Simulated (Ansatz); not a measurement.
InSn₂Sb in space group R3m (No. 160; In on 3a, Sb on 3a, Sn on 3a, Sn on 3a), r²SCAN in the plane-wave PAW code Ansatz, all energies at zero smearing, with the estimated change up to a 700 eV cutoff added, with one set of potentials and settings (totals compare only within such a set). Cell of 4 atoms (1 In, 1 Sb, 2 Sn): -24188.447 eV.

```json
[
 {"element": "In", "reference phase": "I4/mmm, 1 atoms in the cell", "E (eV/atom)": "-5611.8812"},
 {"element": "Sb", "reference phase": "R-3m, 2 atoms in the cell", "E (eV/atom)": "-6499.1983"},
 {"element": "Sn", "reference phase": "Fd-3m, 2 atoms in the cell", "E (eV/atom)": "-6038.7047"}
]
```

Formation energy per atom, worked out: (-24188.447 − 1×(-5611.8812) − 1×(-6499.1983) − 2×(-6038.7047))/4 = 0.011 eV/atom (1 kJ per mol of atoms), at 0 K, without zero-point energy or fitted corrections.

The start of the workflow was typed in or built on a structure type; neither database checked (COD, Materials Project) lists it. Its standing as an ambient phase is unchecked. The r²SCAN relaxation kept the symmetry of its start; its stability against distortions is not shown here. The volume moved by 33 % from the start of the relaxation. The references are the lowest solids computed at this level, not always the standard phases. Spin–orbit coupling is left out wherever it is not named.

Potentials: the earlier of the program's two PAW sets.
